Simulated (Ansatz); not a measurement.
Polymorphs of LaN, each relaxed with the program Ansatz at the HSE06 level (PAW):

A: P4/nmm
a = b = 4.436 Å, c = 3.719 Å, α = β = γ = 90.00°

```
atom  site  symmetry       x       y       z
----  ----  --------  ------  ------  ------
La      2c       4mm  0.5000  0.0000  0.2623
N       2a      -4m2  0.0000  0.0000  0.0000
```

B: wurtzite (P6_3mc)
a = 4.128 Å, b = 4.128 Å, c = 5.900 Å, α = 90.00°, β = 90.00°, γ = 120.00°

```tsv
atom	site	symmetry	x	y	z
La	2b	3m.	0.6667	0.3333	0.4975
N	2b	3m.	0.3333	0.6667	0.4125
```

### Question
Order them by energy per atom at 0 K (lowest first) at the level HSE06.

### Answer
B (+0 meV/atom), A (+145 meV/atom)

### Question
Give each one's gap.

### Answer
A 2.39 eV; B 2.13 eV.

Standing as an ambient phase not checked: A; B. All cells were relaxed under the symmetry of their starts (and spin orders); stability against distortions was not tested throughout. Spin–orbit coupling is left out wherever it is not named.

Potentials: the later of the program's two PAW sets.
